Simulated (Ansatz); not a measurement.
Crystals of one structure type (rock salt) and one family of elements, relaxed and computed with DFT-LDA in the program Ansatz with PAW potentials.

```
crystal  gap (eV)  electron conductivity mass (mₑ)
-------  --------  -------------------------------
NaI          3.62                             0.24
KI           3.87                             0.30
RbBr         4.16                             0.34
NaCl         5.07                                ?
KF           6.37                             0.52
NaF          6.46                             0.55
LiCl         6.48                             0.42
```

Problem. Fit a straight line to ln m* against ln E_g and predict the withheld value.

Solution. Least squares on the 6 shown rows: ln m* = 1.08 × ln E_g + (-2.709), with a scatter of 10 %. For NaCl this gives 0.38. The run itself gave 0.37, within the scatter.

All cells were relaxed under the symmetry of their starts (and spin orders); stability against distortions was not tested throughout. Spin–orbit coupling is left out wherever it is not named.

Potentials: the later of the program's two PAW sets.
